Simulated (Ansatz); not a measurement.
A geometry of Bi away from equilibrium: the start of the relaxation of a generated trial cell of Bi in the A7 structure type. The numbers are results of PBE (plane waves to 420 eV, PAW, scalar-relativistic; Ansatz, a quantum-chemistry and plane-wave program), not measurements. Γ-centred k-mesh 9×9×9 on the run's cell (coarser than for final values), Fermi–Dirac smearing 0.05 eV.

```xyz
2
Lattice="2.2716 1.3115 3.9601 -2.2716 1.3115 3.9601 0.0000 -2.6230 3.9601" Properties=species:S:1:pos:R:3:forces:R:3 pbc="T T T" free_energy=-24798.463 pressure_GPa=1.1
Bi     0.0000     0.0000     2.8156    0.0000    0.0000   -0.1129
Bi     0.0000     0.0000     9.0646    0.0000    0.0000    0.1129
```

Positions in Å, forces in eV/Å, free energy of the cell in eV (comparable only within this code, potentials and settings). Largest force: 0.11 eV/Å, on Bi1, Bi2 (atoms numbered as listed); the geometry lies 0.01 eV/atom above the end of its relaxation.

No spin polarisation in the result.

The run could not lose the symmetry of its start; a randomly shaken copy of 2 atoms returns to this structure.
